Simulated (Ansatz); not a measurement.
Geometry optimisation in Ansatz: input, command and trajectory.

```yaml
crystal:
  lattice:
    - [0.0, 3.6736595391, 3.6736595391]
    - [3.6736595391, 0.0, 3.6736595391]
    - [3.6736595391, 3.6736595391, 0.0]
  atoms:
    - { symbol: Tl, position: [0.0, 0.0, 0.0] }
    - { symbol: Tl, position: [0.25, 0.25, 0.25] }
    - { symbol: Co, position: [0.625, 0.625, 0.625], spin: 2.07 }
    - { symbol: Co, position: [0.125, 0.625, 0.625], spin: 2.07 }
    - { symbol: Co, position: [0.625, 0.625, 0.125], spin: 2.07 }
    - { symbol: Co, position: [0.625, 0.125, 0.625], spin: 2.07 }
basis:
  ecutwfc: 420
kpoints:
  mp_grid: { grid: [4, 4, 4] }
hamiltonian:
  xc: pbe
scf:
  occupations: { method: gaussian, width: 0.1 }
  lower_state_search: "off"
output:
  forces: true
  stress: true
  eigenvalues: true
  populations: true
magnetization:
  spin_polarized: true
relax:
  adjacent_minimum: "off"
  f_tol: 0.04
  max_steps: 70
  cell: { stress_tol: 0.4 }
```

```bash
ansatz run input.yaml --threads 1 --pin off --max-ram 2560MiB --backend cpu --events-out ev --progress --plain --runs-dir out
```

All numbers below come from Ansatz 0.2.0, DFT PBE, scalar-relativistic, plane waves, PAW.

Of 4 frames 4 are shown, positions in Å and forces in eV/Å; the SCF threshold varies from step to step. Steps run on the plane waves of an earlier cell, with a Pulay correction in the pressure. The basis is chosen afresh for the last frame, the zero of the energies, and at times for earlier ones too; energy and pressure step there, also at an unchanged geometry.

```xyz
6
Lattice="0.0000 3.6737 3.6737 3.6737 0.0000 3.6737 3.6737 3.6737 0.0000" Properties=species:S:1:pos:R:3:forces:R:3 pbc="T T T" step=1 free_energy_over_end_meV_per_atom=25.44 pressure_GPa=-6.73
Tl    0.0000    0.0000    0.0000    0.0000    0.0000    0.0000
Tl    1.8368    1.8368    1.8368    0.0000    0.0000    0.0000
Co    4.5921    4.5921    4.5921    0.0000    0.0000    0.0000
Co    4.5921    2.7552    2.7552    0.0000    0.0000    0.0000
Co    2.7552    2.7552    4.5921    0.0000    0.0000    0.0000
Co    2.7552    4.5921    2.7552    0.0000    0.0000    0.0000
6
Lattice="0.0000 3.5804 3.5804 3.5804 0.0000 3.5804 3.5804 3.5804 0.0000" Properties=species:S:1:pos:R:3:forces:R:3 pbc="T T T" step=2 free_energy_over_end_meV_per_atom=-0.59 pressure_GPa=0.80
Tl    0.0000    0.0000    0.0000    0.0000    0.0000    0.0000
Tl    1.7902    1.7902    1.7902    0.0000    0.0000    0.0000
Co    4.4755    4.4755    4.4755    0.0000    0.0000    0.0000
Co    4.4755    2.6853    2.6853    0.0000    0.0000    0.0000
Co    2.6853    2.6853    4.4755    0.0000    0.0000    0.0000
Co    2.6853    4.4755    2.6853    0.0000    0.0000    0.0000
6
Lattice="0.0000 3.5899 3.5899 3.5899 0.0000 3.5899 3.5899 3.5899 0.0000" Properties=species:S:1:pos:R:3:forces:R:3 pbc="T T T" step=3 free_energy_over_end_meV_per_atom=-0.75 pressure_GPa=-0.13
Tl    0.0000    0.0000    0.0000    0.0000    0.0000    0.0000
Tl    1.7949    1.7949    1.7949    0.0000    0.0000    0.0000
Co    4.4873    4.4873    4.4873    0.0000    0.0000    0.0000
Co    4.4873    2.6924    2.6924    0.0000    0.0000    0.0000
Co    2.6924    2.6924    4.4873    0.0000    0.0000    0.0000
Co    2.6924    4.4873    2.6924    0.0000    0.0000    0.0000
6
Lattice="0.0000 3.5899 3.5899 3.5899 0.0000 3.5899 3.5899 3.5899 0.0000" Properties=species:S:1:pos:R:3:forces:R:3 pbc="T T T" step=4 free_energy_over_end_meV_per_atom=0.00 pressure_GPa=-0.13
Tl    0.0000    0.0000    0.0000    0.0000    0.0000    0.0000
Tl    1.7949    1.7949    1.7949    0.0000    0.0000    0.0000
Co    4.4873    4.4873    4.4873    0.0000    0.0000    0.0000
Co    4.4873    2.6924    2.6924    0.0000    0.0000    0.0000
Co    2.6924    2.6924    4.4873    0.0000    0.0000    0.0000
Co    2.6924    4.4873    2.6924    0.0000    0.0000    0.0000
```

The start puts this composition into another compound's structure type, which needn't suit it. At the end the space group is Fd-3m (tolerance 0.05 Å).

It took 31 s on 1 thread of Arm Neoverse V2, on a shared host, peak memory 0.43 GiB.

The k mesh is coarse. Spin-orbit coupling is left out, which matters for the bands of heavy elements.